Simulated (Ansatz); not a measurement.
This InAg2F5 structure is the end of a relaxation. The cell was found from a structure generator's guess, not taken from experiment.

The calculation used DFT PBE, scalar-relativistic, plane waves, PAW in Ansatz 0.2.0. Cutoff 420 eV, Γ-centred mesh, Gaussian smearing, no spin polarisation.

```
CELL_PARAMETERS angstrom
4.57755 0.00000 0.00000
-2.28877 3.96427 0.00000
0.00000 0.00000 6.48730
ATOMIC_POSITIONS crystal
In 0.00000 0.00000 0.50000
Ag 0.33333 0.66667 0.00000
Ag 0.66667 0.33333 0.00000
F 0.33333 0.66667 0.68557
F 0.66667 0.33333 0.68557
F 0.66667 0.33333 0.31443
F 0.33333 0.66667 0.31443
F 0.00000 0.00000 0.00000
```

Energies over the elements count from the elements' standard structures at the same level (F₂ as a molecule), with no fitted energy shifts.

(1) Find its symmetry and describe it.

(2) What is its formation energy per atom?

(3) Is it a metal?

## Answers

(1) P6/mmm (No. 191). Conventional cell: a = 4.578 Å, c = 6.487 Å. In has 12 F at 2.90 Å and 2 F at 3.24 Å (long against the sum of covalent radii); Ag has 2 F at 2.04 Å, 3 Ag at 2.64 Å and 3 F at 2.64 Å; around F on a site of symmetry 3m lie 1 Ag at 2.04 Å, 1 F at 2.41 Å, 3 F at 2.64 Å and 3 In at 2.90 Å; around F on a site of symmetry 6/mmm lie 6 Ag at 2.64 Å and 2 In at 3.24 Å.

(2) −1.11 eV/atom. Whether it is stable depends on the other phases of the system, which aren't compared here.

(3) Yes, bands cross the Fermi level on the 12×12×6 mesh.

The last run used a 12×12×6 mesh (in the run's order of axes) for its 8-atom cell and Gaussian smearing of 0.10 eV. No dispersion correction is applied, so the spacing and binding between layers, chains or molecules are poorly described. Symmetry constrained the relaxation, so the result can be a saddle point.
